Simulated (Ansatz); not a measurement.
CuAu:
```
CuAu
1.0
    1.39828     0.80730     4.15489
   -1.39828     0.80730     4.15489
    0.00000    -1.61459     4.15489
Cu Au
1 1
Cartesian
  0.00000   0.00000   6.23234
  0.00000   0.00000   0.00000
```

Relaxed with LDA. Special points in fractions of this cell's reciprocal vectors: Γ (0.000, 0.000, 0.000); T (0.500, 0.500, 0.500); H2 (0.808, 0.192, 0.500); H0 (0.500, -0.192, 0.192); L (0.500, 0.000, 0.000); S0 (0.346, -0.346, 0.000); S2 (0.654, 0.000, 0.346); F (0.500, 0.000, 0.500).

Problem. List the band energies nearest the Fermi level at these points for LDA in the plane-wave PAW code Ansatz.

Solution. In eV from the Fermi level; about four levels below and three above (degenerate sets whole), none deeper than 8.9 eV; … stands for higher levels left out; points with the same levels are listed once.

```csv
k,below,above
Γ,-2.33 -2.33 -1.59 -1.59 -0.39,5.03 14.65 …
T,-2.74 -2.74 -2.31 -2.31,12.69 15.17 …
H2,-2.42 -2.38 -1.84 -1.79,2.67 2.76 3.89
L,-3.00 -2.52 -1.94 -1.82,0.11 1.30 5.68
S0,-2.46 -2.30 -1.95 -1.79,2.41 2.73 3.98
F,-1.66 -1.54 -1.46 -1.41,1.03 3.16 6.94
```

Space group R-3m. The workflow started from a Materials Project entry (that database holds measured and hypothetical structures alike); the Crystallography Open Database copy checked does not list it. It is not the phase usual at ambient conditions (space group No. 123). The cell was relaxed with LDA under the symmetry of its start; its stability against distortions is not shown here. The run is not spin-polarised. Scalar-relativistic: spin–orbit coupling is off unless named, which matters more the heavier the elements.

Potentials: the later of the program's two PAW sets.
